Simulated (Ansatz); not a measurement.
ScSiO:
```
CELL_PARAMETERS angstrom
      3.23192     0.00000     0.00000
      0.00000     3.23192     0.00000
      0.00000     0.00000     7.44911
ATOMIC_POSITIONS crystal
  Sc 0.00000 0.50000 0.66633
  Sc 0.50000 0.00000 0.33367
  Si 0.00000 0.00000 0.00000
  Si 0.50000 0.50000 0.00000
  O  0.50000 0.00000 0.61194
  O  0.00000 0.50000 0.38806
```

Relaxed with PBEsol.

Question: Which orbitals make up the states near the Fermi level in plane-wave PAW PBEsol (Ansatz code)?

Answer: Within 0.5 eV of the Fermi level: Sc 3d 51 %, Si 3p 38 %. Projections are on Löwdin-orthogonalised atomic valence shells; empty p or d shells of many metals are not among them.

Question: Tabulate the density of states.

Answer: States/eV per cell of 6 atoms, in 0.25 eV bins, energy from the Fermi level.

| E (eV) | total | Sc 3d | O 2p | Si 3p |
|---|---|---|---|---|
| -7.85 | 0.50 | 0.03 | 0.01 | 0.25 |
| -7.60 | 0.51 | 0.03 | 0.01 | 0.26 |
| -7.35 | 0.51 | 0.03 | 0.02 | 0.26 |
| -7.10 | 0.52 | 0.03 | 0.02 | 0.26 |
| -6.85 | 0.55 | 0.04 | 0.04 | 0.28 |
| -6.60 | 0.61 | 0.05 | 0.08 | 0.29 |
| -6.35 | 1.28 | 0.17 | 0.52 | 0.32 |
| -6.10 | 4.63 | 0.74 | 2.89 | 0.40 |
| -5.85 | 6.34 | 0.89 | 3.94 | 0.83 |
| -5.60 | 2.71 | 0.36 | 1.54 | 0.45 |
| -5.35 | 1.76 | 0.22 | 0.99 | 0.28 |
| -5.10 | 3.06 | 0.40 | 1.87 | 0.46 |
| -4.85 | 5.12 | 0.74 | 3.34 | 0.61 |
| -4.60 | 6.81 | 1.09 | 4.73 | 0.57 |
| -4.35 | 7.57 | 1.18 | 5.23 | 0.78 |
| -4.10 | 6.60 | 0.89 | 4.75 | 0.65 |
| -3.85 | 3.53 | 0.37 | 2.57 | 0.39 |
| -3.60 | 2.80 | 0.20 | 1.96 | 0.39 |
| -3.35 | 1.77 | 0.12 | 1.04 | 0.41 |
| -3.10 | 1.36 | 0.11 | 0.59 | 0.47 |
| -2.85 | 1.08 | 0.11 | 0.28 | 0.51 |
| -2.60 | 1.26 | 0.13 | 0.30 | 0.64 |
| -2.35 | 1.53 | 0.15 | 0.38 | 0.79 |
| -2.10 | 1.89 | 0.18 | 0.51 | 1.00 |
| -1.85 | 1.79 | 0.18 | 0.40 | 1.03 |
| -1.60 | 1.82 | 0.25 | 0.25 | 1.13 |
| -1.35 | 1.84 | 0.31 | 0.17 | 1.19 |
| -1.10 | 1.96 | 0.45 | 0.16 | 1.19 |
| -0.85 | 1.90 | 0.52 | 0.13 | 1.09 |
| -0.60 | 1.91 | 0.70 | 0.10 | 0.97 |
| -0.35 | 1.62 | 0.69 | 0.08 | 0.74 |
| -0.10 | 1.88 | 0.96 | 0.08 | 0.72 |
| 0.15 | 1.85 | 1.03 | 0.08 | 0.62 |
| 0.40 | 1.38 | 0.77 | 0.07 | 0.44 |
| 0.65 | 0.94 | 0.52 | 0.04 | 0.29 |
| 0.90 | 0.86 | 0.48 | 0.04 | 0.26 |
| 1.15 | 0.92 | 0.56 | 0.05 | 0.22 |
| 1.40 | 1.01 | 0.67 | 0.06 | 0.20 |
| 1.65 | 1.35 | 0.95 | 0.09 | 0.21 |
| 1.90 | 4.13 | 3.18 | 0.25 | 0.27 |
| 2.15 | 6.81 | 5.31 | 0.29 | 0.38 |
| 2.40 | 6.14 | 4.82 | 0.27 | 0.36 |
| 2.65 | 7.69 | 6.04 | 0.38 | 0.37 |
| 2.90 | 7.50 | 5.87 | 0.44 | 0.41 |
| 3.15 | 10.37 | 8.34 | 0.50 | 0.62 |
| 3.40 | 5.94 | 4.43 | 0.34 | 0.32 |

Space group P4/nmm. The start of the workflow was typed in or built on a structure type; neither database checked (COD, Materials Project) lists it. Its standing as an ambient phase is unchecked. The PBEsol relaxation kept the symmetry of its start; phonons show weakly imaginary modes. No spin polarisation was allowed.

Potentials: the earlier of the program's two PAW sets. The files were generated under PBE; for other functionals the program regenerates the frozen cores, and for LDA and PBEsol the local potential too.
